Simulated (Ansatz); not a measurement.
LaN:
```yaml
crystal:
  lattice:
    - [10.60635, 0.00000, 0.00000]
    - [0.00000, 3.75542, 0.00000]
    - [0.00000, 0.00000, 3.75390]
  atoms:
    - { symbol: La, position: [0.12455, 0.25000, 0.25869] }
    - { symbol: La, position: [0.37545, 0.75000, 0.75869] }
    - { symbol: La, position: [0.87545, 0.75000, 0.74131] }
    - { symbol: La, position: [0.62455, 0.25000, 0.24131] }
    - { symbol: N, position: [0.87697, 0.25000, 0.26982] }
    - { symbol: N, position: [0.62303, 0.75000, 0.76982] }
    - { symbol: N, position: [0.12303, 0.75000, 0.73018] }
    - { symbol: N, position: [0.37697, 0.25000, 0.23018] }
```

Relaxed with r²SCAN. Special points in fractions of this cell's reciprocal vectors: Γ (0.000, 0.000, 0.000); X (0.500, 0.000, 0.000); S (0.500, 0.500, 0.000); Y (0.000, 0.500, 0.000); Z (0.000, 0.000, 0.500); U (0.500, 0.000, 0.500); R (0.500, 0.500, 0.500); T (0.000, 0.500, 0.500).

Task: List the band energies nearest the valence-band maximum at these points for the program Ansatz at the r²SCAN level (PAW).

Result: In eV from the valence-band maximum; about four levels below and three above (degenerate sets whole), none deeper than 8.9 eV; points with the same levels are listed once.

```csv
k,below,above
Γ,-0.49 -0.34 -0.21 0.00,0.46 1.27 1.33
X,-0.46 -0.46 -0.33 -0.33,0.68 0.68 2.25 2.25
S,-1.55 -1.55 -1.55 -1.55,3.38 3.38 3.38 3.38
Y,-1.91 -1.91 -0.75 -0.75,3.02 3.02 3.73 3.73
Z,-1.95 -1.95 -0.74 -0.74,3.00 3.00 3.73 3.73
U,-1.56 -1.56 -1.53 -1.53,3.26 3.26 3.49 3.49
R,-0.15 -0.15 -0.15 -0.15,1.28 1.28 1.28 1.28
T,-0.18 -0.18 -0.02 -0.02,0.28 0.28 2.87 2.87
```

Space group Pnma. The start of the workflow was typed in or built on a structure type; neither database checked (COD, Materials Project) lists it. COD files the formula under space group No. 225. Its standing as an ambient phase is unchecked. Symmetry was held in the r²SCAN relaxation; whether a distortion lowers the energy is not shown. Spin–orbit coupling is left out wherever it is not named.

Potentials: the earlier of the program's two PAW sets.
